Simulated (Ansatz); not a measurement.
RbBr:
```
RbBr
1.0
    0.00000     3.50894     3.50894
    3.50894     0.00000     3.50894
    3.50894     3.50894     0.00000
Rb Br
1 1
Cartesian
  0.00000   0.00000   0.00000
  3.50894   3.50894   3.50894
```

Relaxed with PBE. Special points in fractions of this cell's reciprocal vectors: Γ (0.000, 0.000, 0.000); X (0.500, 0.000, 0.500); U (0.625, 0.250, 0.625); K (0.375, 0.375, 0.750); L (0.500, 0.500, 0.500); W (0.500, 0.250, 0.750).

Question: List the band energies nearest the valence-band maximum at these points for the program Ansatz at the PBE level (PAW).

Answer: In eV from the valence-band maximum; about four levels below and three above (degenerate sets whole), none deeper than 8.9 eV; points with the same levels are listed once.

```csv
k,below,above
Γ,-8.64 -8.64 -8.64 0.00 0.00 0.00,4.19 7.25 7.25 7.25
X,-8.69 -8.69 -0.45 -0.15 -0.15,5.67 6.86 8.84
U,-8.66 -0.44 -0.39 -0.23,6.33 7.79 7.95
L,-8.61 -0.87 -0.30 -0.30,6.63 7.47 9.27 9.27
W,-8.63 -0.43 -0.33 -0.33,7.00 7.00 7.97
```

Space group Fm-3m (rock salt). The cell was relaxed with PBE under the symmetry of its start. Scalar-relativistic: spin–orbit coupling is off unless named, which matters more the heavier the elements.

Potentials: the later of the program's two PAW sets.
